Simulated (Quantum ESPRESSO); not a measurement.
## Band energies of AgP2

```xyz
12
Lattice="6.2107 0.0000 0.0000 0.0000 5.0745 0.0000 -3.1189 0.0000 7.1841" Properties=species:S:1:pos:R:3 pbc="T T T"
P      0.7985     2.0603     6.5788
P      2.2934     3.0143     0.6053
P      0.7340     4.5975     4.1973
P      2.3579     0.4770     2.9868
P      3.5552     3.9091     2.1579
P     -0.4634     1.1654     5.0262
P      1.0961     1.3718     1.4342
P      1.9958     3.7027     5.7499
Ag     5.0172     0.2424     0.7050
Ag    -1.9253     4.8322     6.4790
Ag    -0.3659     2.7796     2.8870
Ag     3.4578     2.2949     4.2971
```

norm-conserving PBEsol (Quantum ESPRESSO, 82 Ry, scalar-relativistic); path ΓYHCEM1AXH1,MDZ,YD; energies in eV from the valence-band maximum.

| k (1/Å) | point | band 54 | band 55 | band 56 | band 57 | band 58 | band 59 | band 60 | band 61 |
|---|---|---|---|---|---|---|---|---|---|
| 0.00 | Γ | -2.04 | -1.87 | -1.10 | -0.90 | -0.33 | 0.83 | 1.02 | 1.20 |
| 0.22 |  | -1.89 | -1.82 | -1.46 | -1.27 | -0.33 | 0.60 | 1.12 | 1.34 |
| 0.44 | Y | -2.42 | -1.99 | -1.99 | -0.82 | -0.82 | 0.93 | 0.93 | 1.38 |
| 0.64 |  | -2.39 | -1.87 | -1.45 | -1.43 | -0.47 | 0.96 | 1.07 | 1.12 |
| 0.85 | H | -2.27 | -1.84 | -1.48 | -1.38 | -0.56 | 0.91 | 1.22 | 1.40 |
| 0.85 | C | -2.12 | -2.00 | -1.75 | -1.18 | 0.00 | 0.60 | 1.00 | 1.66 |
| 1.05 |  | -2.01 | -1.88 | -1.44 | -1.22 | -0.53 | 0.82 | 1.29 | 1.51 |
| 1.26 |  | -2.01 | -1.74 | -1.36 | -1.06 | -0.82 | 0.95 | 1.17 | 1.19 |
| 1.47 | E | -2.11 | -1.57 | -1.57 | -0.98 | -0.98 | 0.99 | 0.99 | 1.37 |
| 1.47 | M1 | -1.85 | -1.28 | -1.28 | -0.90 | -0.90 | 0.84 | 0.84 | 1.66 |
| 1.71 | A | -1.76 | -1.23 | -1.23 | -1.05 | -1.05 | 1.56 | 1.56 | 1.62 |
| 1.86 |  | -1.95 | -1.47 | -1.47 | -0.81 | -0.81 | 1.46 | 1.46 | 1.83 |
| 2.02 |  | -2.17 | -1.64 | -1.64 | -0.81 | -0.81 | 1.45 | 1.45 | 1.87 |
| 2.17 |  | -2.18 | -1.70 | -1.70 | -1.12 | -1.12 | 1.17 | 1.17 | 1.82 |
| 2.33 | X | -2.17 | -1.60 | -1.60 | -1.43 | -1.43 | 0.94 | 0.94 | 1.92 |
| 2.33 | H1 | -2.27 | -1.84 | -1.48 | -1.38 | -0.56 | 0.91 | 1.22 | 1.40 |
| 3.11 | M | -1.85 | -1.28 | -1.28 | -0.90 | -0.90 | 0.84 | 0.84 | 1.66 |
| 3.31 |  | -2.29 | -1.74 | -1.74 | -0.74 | -0.74 | 1.23 | 1.23 | 2.17 |
| 3.52 | D | -2.58 | -2.29 | -2.29 | -0.73 | -0.73 | 1.75 | 1.75 | 2.54 |
| 3.66 |  | -2.71 | -2.00 | -2.00 | -0.70 | -0.70 | 1.62 | 1.62 | 2.26 |
| 3.81 |  | -2.49 | -1.92 | -1.92 | -0.52 | -0.52 | 1.58 | 1.58 | 1.88 |
| 3.95 | Z | -2.57 | -1.86 | -1.86 | -0.43 | -0.43 | 1.68 | 1.68 | 1.77 |
| 3.95 | Y | -2.42 | -1.99 | -1.99 | -0.82 | -0.82 | 0.93 | 0.93 | 1.38 |
| 4.11 |  | -2.21 | -1.92 | -1.92 | -0.92 | -0.92 | 1.01 | 1.01 | 1.31 |
| 4.26 |  | -2.36 | -1.55 | -1.55 | -1.12 | -1.12 | 0.95 | 0.95 | 1.71 |
| 4.57 | D | -2.58 | -2.29 | -2.29 | -0.73 | -0.73 | 1.75 | 1.75 | 2.54 |

The PBEsol gap is direct, 0.60 eV at C.

Spin-orbit splittings are left out.

Geometry of the Materials Project entry, not relaxed at this level.
